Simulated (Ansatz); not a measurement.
## Defects and dopants in LaGaNi4

Calculated with the plane-wave PAW code Ansatz (scalar-relativistic, PAW set soft_2), not measured. The host crystal, relaxed (Kohn–Sham gap 0.00 eV):

```
Ga La Ni
1.0
     5.10805    0.00000    0.00000
    -2.55403    4.42370    0.00000
     0.00000    0.00000    3.82751
Ga La Ni
1 1 4
Direct
  0.33333 0.66667 0.00000
  0.00000 0.00000 0.00000
  0.66667 0.33333 0.00000
  0.99397 0.49698 0.50000
  0.50302 0.49698 0.50000
  0.50302 0.00603 0.50000
```

Atoms are relaxed in small periodic supercells at the host's cell. Formation energies are those of the neutral defect, with atoms from and to the elements' standard states and no corrections; they are left out where an element with a U changes, an open 4f shell is known to end too high at times, atoms moved far or the cell holds a carrier in a band. Distances are those to the atoms of the nearest element, out to 1.25 times the shortest (mean and range); atoms of other elements can lie among them. They are left out where the atom moved off its site or the cell is too small to hold the shell. Moments under 0.05 μB aren't shown.

| defect | method | host atoms | formation energy (eV) | nearest element, host → defect (Å) | notes |
| --- | --- | --- | --- | --- | --- |
| La interstitial | PBEsol | 18 | – | – | b c d |
| Ni vacancy | PBEsol | 18 | ? | ? | c |
| Ga vacancy | PBEsol | 18 | 1.94 | 9 Ni: 2.60 (2.43 to 2.95) → 2.65 (2.42 to 3.11) | a |
| La vacancy | PBEsol | 18 | – | – | b c |

Notes: a, atoms kept the symmetry of the start, so a distorted state could lie lower; b, most atoms moved far, the host may distort by itself; c, one start alone; d, one start site alone, and another structure may lie lower.

Question: Fill in the withheld row.

Answer: formation energy (eV): 1.14; nearest element, host → defect (Å): 6 Ni: 2.40 → 2.35.

Caveats: a metal with Cr, Mn, Fe, Co or Ni was run without spin, and may be magnetic; small cells.
